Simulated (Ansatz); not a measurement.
A geometry of Cd away from equilibrium: the start of the relaxation of a relaxed Cd cell, doubled along one cell vector, shaken by Gaussian noise of σ = 0.08 Å a coordinate. Calculation: PBEsol (plane waves to 420 eV, PAW, scalar-relativistic; Ansatz, a program for electronic structure). Γ-centred k-mesh 13×13×7 on the run's cell (coarser than for final values), Fermi–Dirac smearing 0.05 eV.

```xyz
2
Lattice="1.5016 0.8670 2.6941 -1.5016 0.8670 2.6941 0.0000 -3.4679 5.3881" Properties=species:S:1:pos:R:3:forces:R:3 pbc="T T T" free_energy=-16368.064 pressure_GPa=2.4
Cd     0.0608     0.1885     3.9560   -0.1354   -1.2410    0.1794
Cd    -0.0255    -1.8195     6.6480    0.1354    1.2410   -0.1794
```

Positions in Å, forces in eV/Å, free energy of the cell in eV (comparable only within this code, potentials and settings). Largest force: 1.26 eV/Å, on Cd1, Cd2 (atoms numbered as listed); the geometry lies 0.09 eV/atom above the end of its relaxation.

No spin polarisation in the result.

The run could not lose the symmetry of its start: the end is stationary, and may be a saddle point rather than a minimum.

The end of the path is a generated cell of Cd: the first start was made by a random draw of sites in a space group, and the end was not matched to a known phase here, so it may be hypothetical. Known forms of Cd include space group No. 194.
